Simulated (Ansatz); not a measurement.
TaS3 in space group P2_1/m (No. 11; Pearson symbol mP24), plane-wave PAW r²SCAN (Ansatz code), all energies at zero smearing, with the estimated change up to a 700 eV cutoff added, with one set of potentials and settings (totals compare only within such a set). Cell of 24 atoms (6 Ta, 18 S): -75993.199 eV.

| element | reference phase | E (eV/atom) |
|---|---|---|
| Ta | Im-3m, 1 atoms in the cell | -9944.3222 |
| S | P2/c, 32 atoms in the cell | -905.8156 |

Formation energy per atom, worked out: (-75993.199 − 6×(-9944.3222) − 18×(-905.8156))/24 = -0.941 eV/atom (-91 kJ per mol of atoms), at 0 K, without zero-point energy or fitted corrections.

The workflow started from a Materials Project entry (that database holds measured and hypothetical structures alike); the Crystallography Open Database files this formula in space group No. 11, but the cells were not matched. Whether it is the stable phase at ambient conditions was not checked. Symmetry was held in the r²SCAN relaxation; whether a distortion lowers the energy is not shown. No spin polarisation was allowed. A crystal of weakly bound layers computed without a dispersion correction: the cell and the soft elastic constants depend strongly on that. The references are the lowest solids computed at this level, not always the standard phases. Scalar-relativistic: spin–orbit coupling is off unless named, which matters more the heavier the elements.

Potentials: the later of the program's two PAW sets.
